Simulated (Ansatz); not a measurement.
AlN:
```yaml
crystal:
  lattice:
    - [5.32952, 0.00000, 0.00000]
    - [0.00000, 5.32952, 0.00000]
    - [0.00000, 0.00000, 3.12193]
  atoms:
    - { symbol: Al, position: [0.32303, 0.67697, 0.00000] }
    - { symbol: Al, position: [0.67697, 0.32303, 0.00000] }
    - { symbol: Al, position: [0.82303, 0.82303, 0.50000] }
    - { symbol: Al, position: [0.17697, 0.17697, 0.50000] }
    - { symbol: N, position: [0.31542, 0.31542, 0.00000] }
    - { symbol: N, position: [0.68458, 0.68458, 0.00000] }
    - { symbol: N, position: [0.18458, 0.81542, 0.50000] }
    - { symbol: N, position: [0.81542, 0.18458, 0.50000] }
```

Relaxed with PBE. Special points in fractions of this cell's reciprocal vectors: Γ (0.000, 0.000, 0.000); X (0.000, 0.500, 0.000); M (0.500, 0.500, 0.000); Z (0.000, 0.000, 0.500); R (0.000, 0.500, 0.500); A (0.500, 0.500, 0.500).

Problem. List the band energies nearest the valence-band maximum at these points for plane-wave PAW PBE (Ansatz code).

Solution. In eV from the valence-band maximum; about four levels below and three above (degenerate sets whole), none deeper than 8.9 eV; points with the same levels are listed once.

| k | below | above |
|---|---|---|
| Γ | -0.48 -0.10 -0.10 -0.01 | 3.73 6.02 6.51 |
| X | -0.63 -0.63 -0.60 -0.60 | 5.75 5.75 6.46 6.46 |
| M | -1.03 -1.03 -0.92 -0.92 | 6.00 6.00 6.34 6.34 |
| Z | -1.64 -1.64 -1.49 -1.49 | 6.02 6.02 7.74 7.74 |
| R | -1.36 -1.36 -0.68 -0.68 | 6.25 6.25 6.67 6.67 |
| A | -1.16 -1.16 -0.95 -0.95 | 5.20 5.20 5.65 5.65 |

Space group P4_2/mnm. The start of the workflow was typed in or built on a structure type; neither database checked (COD, Materials Project) lists it. It is not the phase usual at ambient conditions (space group No. 186, 216). The PBE relaxation kept the symmetry of its start; whether a distortion lowers the energy is not shown.

Potentials: the later of the program's two PAW sets.
